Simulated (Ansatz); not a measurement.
Relaxed Bi$_{2}$Se$_{3}$ (Bi2Te3 type, space group R-3m):

```yaml
crystal:
  lattice:
    - [2.07220, 1.19638, 9.48183]
    - [-2.07220, 1.19638, 9.48183]
    - [0.00000, -2.39277, 9.48183]
  atoms:
    - { symbol: Bi, position: [0.40088, 0.40088, 0.40088] }
    - { symbol: Bi, position: [0.59912, 0.59912, 0.59912] }
    - { symbol: Se, position: [0.00000, 0.00000, 0.00000] }
    - { symbol: Se, position: [0.21052, 0.21052, 0.21052] }
    - { symbol: Se, position: [0.78948, 0.78948, 0.78948] }
```

In this cell atom 3 (Se, nearest neighbour Bi at 3.069 Å; its periodic images, 4.1 Å or more away, move with it) is moved by s along Cartesian [110], unit vector (0.707, 0.707, 0.000); all other atoms and the cell stay fixed.

Method: PBE-D3(BJ) (plane waves to 420 eV, PAW, scalar-relativistic; Ansatz, a program for electronic structure). k mesh 8×8×8 (Γ-centred), Fermi-Dirac smearing 0.05 eV. Stress and pressure are positive under compression. F∥ is the force on the atom along that direction. Bi2Se3 was relaxed with its symmetry unable to fall. Spin-orbit coupling is left out, though Bi is heavy. The PAW data are Ansatz's earlier set. 

```
s (Å)   P (GPa)  F∥ (eV/Å)
------  -------  ---------
-0.610     2.64      2.126
-0.488      [?]      1.658
-0.366     0.98      1.206
-0.244      [?]      0.781
-0.122      [?]      0.383
0.000      0.00      0.000
0.122       [?]     -0.383
0.244       [?]     -0.781
0.366      0.98     -1.206
0.488       [?]     -1.658
0.610      2.64     -2.126
```

Question: Some entries are withheld; supply them.

Answer: 
- -0.488, P (GPa): 1.71
- -0.244, P (GPa): 0.44
- -0.122, P (GPa): 0.11
- 0.122, P (GPa): 0.11
- 0.244, P (GPa): 0.44
- 0.488, P (GPa): 1.71

(A displaced cell: forces are minus the slopes of the energy, force constants its curvatures, and phonons follow from these.)
